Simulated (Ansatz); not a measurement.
LiC6:
```xyz
7
Lattice="1.2489 -6.4609 0.0000 1.2489 6.4609 0.0000 0.0000 0.0000 3.5616" Properties=species:S:1:pos:R:3 pbc="T T T"
C      1.2489    -5.7271     0.0000
C      1.2489     1.4571     0.0000
C      1.2489    -1.4571     0.0000
C      1.2489     5.7271     0.0000
C      1.2489     2.8804     0.0000
C      1.2489    -2.8804     0.0000
Li     1.2489     0.0000     1.7808
```

Relaxed with PBEsol. Special points in fractions of this cell's reciprocal vectors: Γ (0.000, 0.000, 0.000); Y (-0.500, 0.500, 0.000); C0 (-0.259, 0.741, 0.000); Σ0 (0.259, 0.259, 0.000); Z (0.000, 0.000, 0.500); A0 (0.259, 0.259, 0.500); E0 (-0.259, 0.741, 0.500); T (-0.500, 0.500, 0.500); S (0.000, 0.500, 0.000); R (0.000, 0.500, 0.500).

**Question.** List the band energies nearest the Fermi level at these points for the program Ansatz at the PBEsol level (PAW).

**Answer.** In eV from the Fermi level; about four levels below and three above (degenerate sets whole), none deeper than 8.9 eV; points with the same levels are listed once.

```
k                     below           above
--  -----------------------  --------------
Γ   -5.63 -5.32 -4.32 -4.24  1.67 3.07 3.46
Y   -6.39 -5.62 -5.32 -3.30  0.58 2.14 2.18
C0  -7.94 -4.29 -3.37 -3.30  0.72 1.15 1.53
Z   -6.91 -6.50 -4.30 -4.22  2.47 2.73 5.40
A0  -6.31 -4.62 -4.41 -0.75  0.21 0.31 5.96
T   -5.59 -5.28 -4.73 -0.68  5.27 6.36 6.92
S   -7.60 -4.24 -3.51 -3.12  0.47 1.11 1.70
R   -6.29 -4.54 -4.42 -0.97  0.30 0.33 5.48
```

Space group Cmmm. The start of the workflow was typed in or built on a structure type; neither database checked (COD, Materials Project) lists it. Its standing as an ambient phase is unchecked. The cell was relaxed with PBEsol under the symmetry of its start; of distortions, only those at the zone centre were tested.

Potentials: the later of the program's two PAW sets.
